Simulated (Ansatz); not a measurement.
Consider the following.

Cr2N:
```
Cr2N
1.0
    2.80260     0.00000     0.00000
   -1.40130     2.42713     0.00000
    0.00000     0.00000     4.17542
N Cr
1 2
Direct
  0.00000   0.00000   0.00000
  0.33333   0.66667   0.24669
  0.66667   0.33333   0.75331
```

This is the PBEsol-relaxed structure.

**Question.** All from PBEsol in the plane-wave PAW code Ansatz, unless another level is named. Predict the electronic character.

**Answer.** metallic (no gap).

**Question.** Give the density of states at the Fermi level.

**Answer.** 1.2 states/eV per atom (mean over ±0.08 eV).

**Question.** Give the formation energy from the elements (no fitted shifts).

**Answer.** -0.38 eV/atom.

Space group P-3m1 (anti-CdI2 type). The cell is a constructed one: a structure type filled with these elements; neither database checked (COD, Materials Project) lists it. COD files the formula under space group No. 162. Whether it is the stable phase at ambient conditions was not checked. The cell was relaxed with PBEsol under the symmetry of its start; whether a distortion lowers the energy is not shown. The workflow began spin-polarised and lost its moments. The references are the lowest solids computed at this level, not always the standard phases (solids in place of the gases).

Potentials: the earlier of the program's two PAW sets. The files were generated under PBE; for other functionals the program regenerates the frozen cores, and for LDA and PBEsol the local potential too.
